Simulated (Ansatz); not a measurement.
Crystals of one structure type (CdI2 type) and one family of elements, relaxed and computed with DFT-PBE+D3(BJ) in the program Ansatz with PAW potentials; HSE06 gaps on those cells.

```json
[
 {"crystal": "SnSe2", "gap (eV)": "0.34", "HSE06 gap (eV)": "0.96"},
 {"crystal": "SnS2", "gap (eV)": "1.22", "HSE06 gap (eV)": "?"},
 {"crystal": "SnO2", "gap (eV)": "1.87", "HSE06 gap (eV)": "3.40"},
 {"crystal": "SiO2", "gap (eV)": "6.14", "HSE06 gap (eV)": "8.12"}
]
```

Task: Fit a straight line to E_g(HSE06) against E_g and predict the withheld value.

Result: Least squares on the 3 shown rows: E_g(HSE06) = 1.207 × E_g + (0.801), with a scatter of 0.25. For SnS2 this gives 2.27. The run itself gave 2.08, within the scatter.

Constructed cells (a structure type filled with these elements, in neither database checked): SnO2, CdI2 type; SiO2, CdI2 type. Not the usual ambient phase: SnO2, CdI2 type; SiO2, CdI2 type. All cells were relaxed under the symmetry of their starts (and spin orders); stability against distortions was not tested throughout. Scalar-relativistic: spin–orbit coupling is off unless named, which matters more the heavier the elements.

Potentials: the later of the program's two PAW sets.
